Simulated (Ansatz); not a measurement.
LaB3N4, ordered on the wurtzite lattice (P3m1) with 8 atoms a cell, relaxed with r2SCAN. Space group P3m1 (No. 156), trigonal; conventional cell a = 2.813 Å, c = 10.107 Å, 8.66 Å³ an atom. B has 4 N at 1.57–1.70 Å; B has 4 N at 1.48–1.71 Å; B has 4 N at 1.55–1.71 Å; La has 4 N at 2.21–2.47 Å; N has 4 B at 1.57–1.71 Å; N has 1 B at 1.48 Å and 3 La at 2.21 Å; N has 4 B at 1.55–1.71 Å; N has 3 B at 1.70 Å and 1 La at 2.47 Å.

```cif
data_structure
_symmetry_space_group_name_H-M 'P3m1'
_symmetry_Int_Tables_number 156
_cell_length_a 2.8131
_cell_length_b 2.8131
_cell_length_c 10.1074
_cell_angle_alpha 90.000
_cell_angle_beta 90.000
_cell_angle_gamma 120.000
_cell_volume 69.27
loop_
_atom_site_label
_atom_site_type_symbol
_atom_site_symmetry_multiplicity
_atom_site_Wyckoff_symbol
_atom_site_fract_x
_atom_site_fract_y
_atom_site_fract_z
_atom_site_occupancy
B1 B 1 b 0.33333 0.66667 0.04928 1
B2 B 1 b 0.33333 0.66667 0.46233 1
B3 B 1 c 0.66667 0.33333 0.25649 1
La1 La 1 c 0.66667 0.33333 0.75717 1
N1 N 1 b 0.33333 0.66667 0.20453 1
N2 N 1 b 0.33333 0.66667 0.60905 1
N3 N 1 c 0.66667 0.33333 0.41005 1
N4 N 1 c 0.66667 0.33333 0.00111 1
```

The questions ask for values computed with the plane-wave code Ansatz on this geometry. The calculation is non-magnetic, and the structure need not be a phase that has been made.

**Question.** What gap does PBE give, and where are the band edges?

**Answer.** PBE gives no gap: the lowest nominally empty band dips 0.45 eV below the top of the last filled one (its bottom at M, the top at K), so the cell is a metal or semimetal at this level.

**Question.** What does PBE+SOC give for the gap (12×12×4 mesh)?

**Answer.** With PBE+SOC the bands overlap by 0.43 eV (counted from 1, band 40 peaks at K and band 41 bottoms out at M): no gap.

**Question.** What does r2SCAN give for the gap (12×12×4 mesh)?

**Answer.** r2SCAN gives no gap: the lowest nominally empty band dips 0.45 eV below the top of the last filled one (its bottom at M, the top at K), so the cell is a metal or semimetal at this level.

Only the levels marked +SOC include spin-orbit coupling.
